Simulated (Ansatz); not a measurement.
## Data sheet: Si$_{2}$H$_{2}$O$_{3}$ (DFT)

Si₂H₂O₃:
```
CELL_PARAMETERS angstrom
      4.46596     2.57842     4.95418
     -4.46596     2.57842     4.95418
      0.00000    -5.15685     4.95418
ATOMIC_POSITIONS crystal
  Si 0.77220 0.67244 0.23707
  Si 0.22780 0.32756 0.76293
  Si 0.23707 0.77220 0.67244
  Si 0.76293 0.22780 0.32756
  Si 0.67244 0.23707 0.77220
  Si 0.32756 0.76293 0.22780
  Si 0.68186 0.68186 0.68186
  Si 0.31814 0.31814 0.31814
  H  0.91809 0.76666 0.09409
  H  0.08191 0.23334 0.90591
  H  0.09409 0.91809 0.76666
  H  0.90591 0.08191 0.23334
  H  0.76666 0.09409 0.91809
  H  0.23334 0.90591 0.08191
  H  0.77978 0.77978 0.77978
  H  0.22022 0.22022 0.22022
  O  0.27198 0.55168 0.24016
  O  0.72802 0.44832 0.75984
  O  0.24016 0.27198 0.55168
  O  0.75984 0.72802 0.44832
  O  0.55168 0.24016 0.27198
  O  0.44832 0.75984 0.72802
  O  0.25270 0.83079 0.43797
  O  0.74730 0.16921 0.56203
  O  0.43797 0.25270 0.83079
  O  0.56203 0.74730 0.16921
  O  0.83079 0.43797 0.25270
  O  0.16921 0.56203 0.74730
```

Space group R-3 (No. 148); conventional cell a = b = 8.9319 Å, c = 14.8625 Å, α = β = 90.00°, γ = 120.00°.

Method: DFT-r²SCAN+D4 in the program Ansatz with PAW potentials. Geometry: relaxed at this level of theory. Other levels are named where they apply.

**Cell and energy**

```yaml
volume_per_atom: 12.22 Å³
density: 2.06 g/cm³
Formation energy from the elements (no fitted shifts): -1.90 eV/atom
```

**Electronic structure**

```yaml
band_gap: 6.92 eV (indirect)
valence_band_maximum: at T
conduction_band_minimum: at Γ
smallest_direct_gap_on_the_standard_path: 7.03 eV
electron_effective_mass: 0.84, 1.7, 1.7 mₑ (principal values)
hole_effective_mass: 5.8, 5.8, 6.4 mₑ (principal values)
HSE06 gap on the r²SCAN+D4 cell: 8.10 eV
```

**Mechanics**

```yaml
Bulk modulus (Birch–Murnaghan fit): 12.2 GPa
Pressure derivative B′: 10.5
Elastic constants (relaxed ions, GPa): C11 = 21.2, C12 = 6.8, C13 = 8.2, C14 = 5.1, C33 = 19.6, C44 = 10.9, C15 = 1.2
mechanical_stability: stable (all eigenvalues of C positive)
hill_bulk_and_shear_moduli: 12.0 and 7.0 GPa
Young's modulus: 17.6 GPa
Poisson's ratio: 0.26
debye_temperature_from_the_elastic_constants: 265 K
```

**Charges**

```yaml
bader_charges: Si +3.23, H -0.70 to -0.69, O -1.69 e
```

The workflow started from a Materials Project entry (that database holds measured and hypothetical structures alike); the Crystallography Open Database files this formula in space group No. 148, but the cells were not matched. Whether it is the stable phase at ambient conditions was not checked. The r²SCAN+D4 relaxation kept the symmetry of its start; whether a distortion lowers the energy is not shown. The references are the lowest solids computed at this level, not always the standard phases (solids in place of the gases).

Potentials: the later of the program's two PAW sets.
